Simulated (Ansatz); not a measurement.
# InP with Ti replacing In: do the settings matter for the field gradients?

Cell: a supercell of InP (zinc blende type, F-43m) built from a COD entry (the entry's cell lengths or inner coordinates differ somewhat from later room-temperature determinations), with all atoms left at the host's positions.

```cif
data_TiIn26P27
_symmetry_space_group_name_H-M 'F-43m'
_symmetry_Int_Tables_number 216
_cell_length_a 17.5830
_cell_length_b 17.5830
_cell_length_c 17.5830
_cell_angle_alpha 90.000
_cell_angle_beta 90.000
_cell_angle_gamma 90.000
loop_
_atom_site_label
_atom_site_type_symbol
_atom_site_symmetry_multiplicity
_atom_site_Wyckoff_symbol
_atom_site_fract_x
_atom_site_fract_y
_atom_site_fract_z
Ti Ti 4 a 0.0000 0.0000 0.0000
In2 In 48 h 0.1667 0.0000 0.1667
In5 In 16 e 0.3333 0.8333 0.1667
In9 In 16 e 0.6667 0.6667 0.3333
In15 In 24 f 0.5000 0.6667 0.5000
P28 P 16 e 0.0833 0.9167 0.0833
P29 P 24 g 0.2500 0.9167 0.2500
P33 P 48 h 0.5833 0.7500 0.4167
P41 P 16 e 0.4167 0.5833 0.4167
P54 P 4 c 0.7500 0.2500 0.7500
```

One atom of each set is listed; the run and its k-mesh use a cell of 54 atoms with edges of 12.43, 12.43, 12.43 Å.

Reference run. Computed with Ansatz: DFT, PBE, plane waves and PAW, scalar-relativistic, 420 eV cutoff, Γ-centred 2×2×2 k-points, Fermi–Dirac smearing 0.01 eV, cell charge +1.

**Question.** The input is changed as follows: `basis.ecutwfc`: not typed → 550 eV; `scf.lower_state_search`: not typed → off. What happens to V_zz (10²¹ V/m²) and η?

**Answer.** 

```json
{"site": "Ti", "V_zz reference": "0.00", "η reference": "–", "V_zz changed": "0.00", "η changed": "–"}
{"site": "In2", "V_zz reference": "3.01", "η reference": "0.26", "V_zz changed": "3.01", "η changed": "0.26"}
{"site": "In5", "V_zz reference": "-0.59", "η reference": "0.00", "V_zz changed": "-0.59", "η changed": "0.00"}
{"site": "In9", "V_zz reference": "-0.50", "η reference": "0.00", "V_zz changed": "-0.50", "η changed": "0.00"}
{"site": "In15", "V_zz reference": "0.28", "η reference": "0.99", "V_zz changed": "0.28", "η changed": "0.99"}
{"site": "P28", "V_zz reference": "-2.48", "η reference": "0.00", "V_zz changed": "-2.48", "η changed": "0.00"}
{"site": "P29", "V_zz reference": "1.11", "η reference": "0.32", "V_zz changed": "1.11", "η changed": "0.32"}
{"site": "P33", "V_zz reference": "-0.44", "η reference": "0.06", "V_zz changed": "-0.44", "η changed": "0.06"}
{"site": "P41", "V_zz reference": "0.065", "η reference": "0.00", "V_zz changed": "0.065", "η changed": "0.00"}
```

All printed values agree. Other sites without a gradient aren't listed. SCF iterations: 14 and 13. New warnings: slots ram shed.

On the reference run: The defect repeats with the cell of 54 atoms, so it feels its images: sites between two images don't show the values beside a lone defect, and zeros or small values of η there can come from the images' arrangement. A uniform background compensates the cell's charge. Without spin–orbit coupling (the program notes it for In) the gradients can shift by some per cent, and by up to a factor of two as the program warns, since there is only a small gap. With a gap of 0.5 eV on this mesh, small gradients can still move by 0.1 × 10²¹ V/m² or more as the k-mesh gets denser. The neighbours have not yet relaxed around the defect (largest force 1.4 eV/Å), and relaxing can change the values around it severalfold.
